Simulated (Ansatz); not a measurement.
**All-electron card of NbSb**

```
Nb Sb
1.0
     3.18207    0.00000    0.00000
    -1.59104    2.75575    0.00000
     0.00000    0.00000   10.13459
Nb Sb
2 2
Direct
  0.33333 0.66667 0.04888
  0.66667 0.33333 0.54888
  0.33333 0.66667 0.32712
  0.66667 0.33333 0.82712
```

Atoms are numbered in the order listed.

Conventional cell: a = 3.182 Å, b = 3.182 Å, c = 10.135 Å, α = 90.00°, β = 90.00°, γ = 120.00°. Nb (atom 1) has 4 Sb at 2.82 to 2.90 Å and 6 Nb at 3.18 Å as nearest neighbours. Sb (atom 3) has 4 Nb at 2.82 to 2.90 Å and 6 Sb at 3.18 Å as nearest neighbours.

The cell was built from the wurtzite type and relaxed in the same program, and has space group P6_3mc; it needn't be a known or the stable phase.

No spin–orbit coupling, which matters for the heavy atoms here.

All numbers are computed: DFT, PBE, all-electron LAPW, scalar-relativistic (Ansatz 0.2.0); DFT, PBE, PAW with Ansatz's default frozen-core files, scalar-relativistic (Ansatz 0.2.0).

For LAPW: a Γ-centred 8×8×5 k mesh, Fermi–Dirac smearing of 0.05 eV, basis error target 0.5 meV/atom, no spin polarisation; the mesh is coarse along some axis. PAW takes a cutoff of 420 eV at this cell. The Ansatz runs share mesh, smearing and spin set-up. Values come from LAPW unless marked.

```
Volume per atom       : 149.9 bohr³
Pressure at this cell : -0.01 GPa
```

(1) Band gap: what does the calculation give?

(2) Give the computed value. Bader charges (from the PAW run).

(3) Give the computed value. Löwdin charges (with 0.26 e of the cell spilling out of the atomic basis, so their sizes and signs hang on that basis).

(4) Give the computed value. Density of states at the Fermi level (0.2 eV bin).

## Answers

(1) none: bands cross the Fermi level, a metal.

(2) Nb1 +0.41, Sb3 -0.41 e.

(3) Nb1 -0.02, Sb3 0.15 e.

(4) 5.98 states/eV per cell.
